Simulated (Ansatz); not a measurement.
Ca (Im-3m), two-dimensional strain map

Theory: Ansatz 0.2.0, DFT PBEsol, scalar-relativistic, plane waves, PAW. The runs took a 420 eV cutoff, a Γ-centred 16×16×16 mesh and Gaussian smearing (0.15 eV). No spin polarisation. Energies are free energies at this smearing, counted from the undisturbed cell; pressure is positive in compression.

Zero of the scan (as given, not relaxed at this level; it stands at -1.5 GPa; this bcc form isn't the usual structure):

```yaml
crystal:
  lattice:
    - [-2.24000, 2.24000, 2.24000]
    - [2.24000, -2.24000, 2.24000]
    - [2.24000, 2.24000, -2.24000]
  atoms:
    - { symbol: Ca, position: [0.00000, 0.00000, 0.00000] }
```

The cell is strained by p along both x and y and by q along z, fractional coordinates fixed. Points are written (p, q).

Energy above the undisturbed cell in meV/atom (a dash: not computed):

```csv
p \ q,-0.030,-0.015,0.000,0.015,0.030
-0.030,-23.0,-21.5,-19.3,-16.2,-12.5
-0.015,-19.1,-15.6,-11.4,-6.4,-0.7
0.000,-11.5,-6.1,0.0,6.9,14.4
0.015,-0.3,6.7,14.6,23.2,32.5
0.030,14.2,22.8,32.3,42.5,53.3
```

Pressure in GPa:

```
 p \ q  -0.030  -0.015  0.000  0.015  0.030
-0.030    -0.2    -0.5   -0.7   -0.9   -1.1
-0.015    -0.7    -0.9   -1.2   -1.4   -1.5
 0.000    -1.2    -1.4   -1.5   -1.7   -1.9
 0.015    -1.5    -1.7   -1.9   -2.1   -2.2
 0.030    -1.9    -2.1   -2.2   -2.4   -2.5
```